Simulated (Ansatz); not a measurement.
Fe (bcc (W type)), relaxed and computed with several functionals in Ansatz (plane waves, PAW). Much of their spread follows the volume that each gives.

| functional | V (Å³/atom) | B₀ by P(V) fit (GPa) |
|---|---|---|
| PBE+D3(BJ) | 11.03 | 210 |
| r²SCAN+D4 | 11.69 | ? |
| PBEsol | 10.81 | 224 |
| r²SCAN | 11.78 | 176 |
| LDA | 10.41 | 251 |

Problem. Fit a straight line to ln B₀ against ln V and predict the withheld value.

Solution. Least squares on the 4 shown rows: ln B₀ = -2.86 × ln V + (12.221), with a scatter of 0.5 %. For r²SCAN+D4 this gives 179. The run itself gave 180, a miss of 0.6 % of that.

Spin orders computed, not proven ground states: Fe, bcc (W type) with PBE+D3(BJ) ferromagnetic; Fe, bcc (W type) with r²SCAN+D4 ferromagnetic; Fe, bcc (W type) with PBEsol ferromagnetic; Fe, bcc (W type) with r²SCAN ferromagnetic; Fe, bcc (W type) with LDA ferromagnetic. All cells were relaxed under the symmetry of their starts (and spin orders); stability against distortions was not tested throughout.

Potentials: the later of the program's two PAW sets.

Ansatz (a first-principles code) is a plane-wave DFT program.
